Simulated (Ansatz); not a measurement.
Li (bcc (W type), space group No. 229) under volume change, plane-wave PAW PBE (Ansatz code), scaled uniformly.

| V (Å³/atom) | E − E(relaxed) (meV/atom) | P (GPa) |
|---|---|---|
| 18.442 | 8.1 | 1.53 |
| 19.050 | 3.5 | 0.95 |
| 19.658 | 0.8 | 0.44 |
| 20.266 | 0.0 | 0.00 |
| 20.874 | 0.8 | -0.39 |
| 21.482 | 2.9 | -0.73 |
| 22.090 | 6.3 | -1.04 |

Problem. What does a third-order Birch–Murnaghan fit give for V₀, B₀ and B′?

Solution. V₀ = 20.26 Å³/atom, B₀ = 13.9 GPa, B′ = 3.4.

Space group Im-3m (bcc (W type)). Symmetry was held in the PBE relaxation.

Potentials: the later of the program's two PAW sets.
